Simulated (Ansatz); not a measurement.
Property card for Ga

Ga:
Space group Cmce (No. 64); a = 4.4793 Å, b = 7.5963 Å, c = 4.4858 Å, α = 90.00°, β = 90.00°, γ = 90.00°

```json
[
 {"atom": "Ga", "site": "8f", "symmetry": "m..", "x": "0.0000", "y": "0.3441", "z": "0.4166"}
]
```
(The calculation used a cell of 4 atoms; values per cell refer to that cell.)

Space group Cmce (No. 64), α-Ga; conventional cell a = 4.4793 Å, b = 7.5963 Å, c = 4.4858 Å, α = β = γ = 90.00°.

Method: PBEsol in the plane-wave PAW code Ansatz. Geometry: relaxed at this level of theory. Other levels are named where they apply.

### Cell and energy

```json
{
 "volume_per_atom": "19.08 Å³",
 "density": "6.07 g/cm³"
}
```

### Electronic structure

```json
{
 "electronic_character": "metallic (no gap)",
 "Density of states at the Fermi level": "0.16 states/eV per atom (mean over ±0.08 eV)"
}
```

Symmetry was held in the PBEsol relaxation. Axis ratios of metals converge slowly with the k-mesh, so a and c are less sure than the volume. Spin–orbit coupling is left out wherever it is not named.

Potentials: the earlier of the program's two PAW sets.
